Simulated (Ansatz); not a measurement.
CuI (zinc blende), energy over volume and axial ratio

CuI (zinc blende)

Space group F-43m (No. 216); a = b = c = 5.9394 Å, α = β = γ = 90.00°

```json
[
 {"atom": "I", "site": "4c", "symmetry": "-43m", "x": "0.2500", "y": "0.2500", "z": "0.2500"},
 {"atom": "Cu", "site": "4a", "symmetry": "-43m", "x": "0.0000", "y": "0.0000", "z": "0.0000"}
]
```
(The calculation used a cell of 2 atoms; values per cell refer to that cell.)

The relaxed cell is deformed in two ways at once: its volume V is scaled, and at that volume it is stretched along z (the c axis of the conventional cell) so that c/a changes. Fractional atomic positions are held.

All values below come from PBEsol (plane waves to 420 eV, PAW, scalar-relativistic; Ansatz, a first-principles code). k mesh 10×10×10 (Γ-centred), Fermi-Dirac smearing 0.05 eV. Energies are smeared free energies. Stress and pressure are positive under compression. CuI is run without spin polarisation. CuI was relaxed with its symmetry unable to fall. Spin-orbit coupling is left out, though I is heavy. ΔE is measured from the relaxed starting cell.

ΔE (kJ/mol of atoms), with V/V₀ across and (c/a)/(c/a)₀ down:

```
(c/a)/(c/a)₀ \ V/V₀  0.920  0.947  0.973  1.000  1.027  1.053  1.080
-------------------  -----  -----  -----  -----  -----  -----  -----
0.880                 4.03   2.46   1.64   1.45   1.81   2.63   3.83
0.920                 3.45   1.79   0.90   0.65   0.95   1.72   2.88
0.960                 3.08   1.38   0.44   0.16   0.44   1.18   2.31
1.000                 2.96   1.24   0.29   0.00   0.26   1.00   2.13
1.040                 3.09   1.38   0.45   0.16   0.44   1.17   2.31
1.080                 3.49   1.82   0.91   0.66   0.95   1.71   2.86
1.120                 4.18   2.56   1.70   1.48   1.80   2.59   3.76
```

σxx (GPa), with V/V₀ across and (c/a)/(c/a)₀ down:

```csv
(c/a)/(c/a)₀ \ V/V₀,0.920,0.947,0.973,1.000,1.027,1.053,1.080
0.880,4.22,2.21,0.52,-0.92,-2.13,-3.15,-4.01
0.920,4.58,2.57,0.86,-0.58,-1.79,-2.82,-3.69
0.960,4.87,2.86,1.16,-0.27,-1.49,-2.52,-3.39
1.000,5.11,3.12,1.43,0.00,-1.22,-2.24,-3.11
1.040,5.32,3.34,1.67,0.25,-0.96,-1.98,-2.84
1.080,5.50,3.55,1.89,0.48,-0.71,-1.72,-2.58
1.120,5.68,3.75,2.11,0.71,-0.47,-1.47,-2.32
```

Key numbers:

- Shear modulus C′ = (C11 − C12)/2 (fit, atoms clamped): 9.7 GPa
- Lowest place on the grid: V/V₀ = 1.000, (c/a)/(c/a)₀ = 1.000 (0.0 meV/atom)
- Highest place on the grid: V/V₀ = 0.920, (c/a)/(c/a)₀ = 1.120 (43.4 meV/atom)

The 49 points together took very roughly 6 core-minutes.

(A scan under strain: stresses follow from slopes of the energy per volume, elastic moduli from its curvatures.)
